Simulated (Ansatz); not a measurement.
YTl:
```xyz
2
Lattice="3.7773 0.0000 0.0000 0.0000 3.7773 0.0000 0.0000 0.0000 3.7773" Properties=species:S:1:pos:R:3 pbc="T T T"
Y      1.8887     1.8887     1.8887
Tl     0.0000     0.0000     0.0000
```

Relaxed with r²SCAN.

### Question
Map the electron localisation function on the plane through (0.500, 0.500, 0.500) spanned by u = [1, 0, 0] and v = [0, 1, 1] in lattice vectors, from r²SCAN in the plane-wave PAW code Ansatz.

### Answer
x is the fraction of u, y of v (the angle between them is 90°; rows are the nearest grid lines); atoms in the plane: Y at (0.00, 0.00), Tl at (0.50, 0.50).
```
y \ x   0.000  0.105  0.158  0.263  0.368  0.474  0.526  0.632  0.737  0.842  0.895   1.00
------  -----  -----  -----  -----  -----  -----  -----  -----  -----  -----  -----  -----
1.00    0.318  0.774  0.860  0.564  0.083  0.194  0.194  0.083  0.564  0.860  0.774  0.318
0.926   0.771  0.851  0.845  0.375  0.084  0.233  0.233  0.084  0.375  0.845  0.851  0.771
0.852   0.812  0.718  0.519  0.095  0.160  0.339  0.339  0.160  0.095  0.519  0.718  0.812
0.778   0.159  0.102  0.080  0.165  0.361  0.393  0.393  0.361  0.165  0.080  0.102  0.159
0.704   0.138  0.192  0.267  0.383  0.352  0.347  0.347  0.352  0.383  0.267  0.192  0.138
0.630   0.338  0.359  0.369  0.345  0.379  0.303  0.303  0.379  0.345  0.369  0.359  0.338
0.556   0.354  0.342  0.321  0.373  0.182  0.011  0.011  0.182  0.373  0.321  0.342  0.354
0.444   0.354  0.342  0.321  0.373  0.182  0.011  0.011  0.182  0.373  0.321  0.342  0.354
0.370   0.338  0.359  0.369  0.345  0.379  0.303  0.303  0.379  0.345  0.369  0.359  0.338
0.296   0.138  0.192  0.267  0.383  0.352  0.347  0.347  0.352  0.383  0.267  0.192  0.138
0.222   0.159  0.102  0.080  0.165  0.361  0.393  0.393  0.361  0.165  0.080  0.102  0.159
0.148   0.812  0.718  0.519  0.095  0.160  0.339  0.339  0.160  0.095  0.519  0.718  0.812
0.0741  0.771  0.851  0.845  0.375  0.084  0.233  0.233  0.084  0.375  0.845  0.851  0.771
0.000   0.318  0.774  0.860  0.564  0.083  0.194  0.194  0.083  0.564  0.860  0.774  0.318
```

The density is the valence pseudo-density with augmentation charge, so density and ELF within about 1 Å of a nucleus are not all-electron values.

Space group Pm-3m (CsCl type). The workflow started from an entry of the Crystallography Open Database (COD). Its standing as an ambient phase is unchecked. The cell was relaxed with r²SCAN under the symmetry of its start; whether a distortion lowers the energy is not shown. No spin polarisation was allowed. Spin–orbit coupling is left out wherever it is not named.

Potentials: the later of the program's two PAW sets.
